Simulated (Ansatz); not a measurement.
Relaxed-ion elastic tensor of MoN2 in space group P4/mbm (No. 127; Mo on 2a, N on 4h) in GPa (Voigt order), DFT-r²SCAN in the program Ansatz with PAW potentials; density 8.06 g/cm³, 8.52 Å³ per atom.

```
724  194  145  0.0  0.0  0.0
194  724  145  0.0  0.0  0.0
145  145  812  0.0  0.0  0.0
0.0  0.0  0.0  243  0.0  0.0
0.0  0.0  0.0  0.0  243  0.0
0.0  0.0  0.0  0.0  0.0  273
```

**Question.** Is the crystal mechanically stable?

**Answer.** Yes: the smallest eigenvalue of C is 243 GPa.

**Question.** Work out the Voigt, Reuss and Hill averages.

**Answer.** K_V = 359, K_R = 359, K_H = 359; G_V = 270, G_R = 267, G_H = 268 GPa.

**Question.** Give Young's modulus, Poisson's ratio, Pugh's ratio and the universal anisotropy index.

**Answer.** E = 9KG/(3K + G) = 645 GPa; ν = 0.20; K/G = 1.34 (brittle by the Pugh limit of 1.75); A_U = 5G_V/G_R + K_V/K_R − 6 = 0.06.

**Question.** Estimate the sound speeds and the Debye temperature.

**Answer.** v_l = √((K + 4G/3)/ρ) = 9430 m/s, v_t = √(G/ρ) = 5770 m/s, mean 6370 m/s; Θ = (h/k)(3n/4πV)^(1/3) v_m = 929 K.

**Question.** Solve the Christoffel equation for the three sound speeds along x, y, z.

**Answer.** Eigenvalues of C_ijkl n_j n_l equal ρv². In km/s, slowest first: x 5.49, 5.83, 9.48; y 5.49, 5.83, 9.48; z 5.49, 5.49, 10.04.

**Question.** How much does each axis shrink under pressure?

**Answer.** Linear compressibilities β_i = Σ_j S_ij (j = 1 to 3): x 0.95, y 0.95, z 0.89 per TPa.

The workflow started from a Materials Project entry (that database holds measured and hypothetical structures alike); the Crystallography Open Database copy checked does not list it. Whether it is the stable phase at ambient conditions was not checked. The cell was relaxed with r²SCAN under the symmetry of its start; whether a distortion lowers the energy is not shown. The run is not spin-polarised. As this level gives no gap, shear constants depend on the k-mesh and smearing (Fermi–Dirac, 0.1 eV here).

Potentials: the later of the program's two PAW sets.
